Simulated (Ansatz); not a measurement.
PbS:
```xyz
2
Lattice="0.0000 2.9670 2.9670 2.9670 0.0000 2.9670 2.9670 2.9670 0.0000" Properties=species:S:1:pos:R:3 pbc="T T T"
Pb     0.0000     0.0000     0.0000
S      2.9670     2.9670     2.9670
```

The program Ansatz at the PBE+D3(BJ) level (PAW) gives a gap of 0.37 eV without spin–orbit coupling, maximum at L, minimum at L.

Task: What happens when spin–orbit coupling is switched on?

Result: The gap falls by 0.29 eV, to 0.08 eV; maximum at L, minimum at L.

Space group Fm-3m (rock salt). The PBE+D3(BJ) relaxation kept the symmetry of its start.

Potentials: the earlier of the program's two PAW sets.
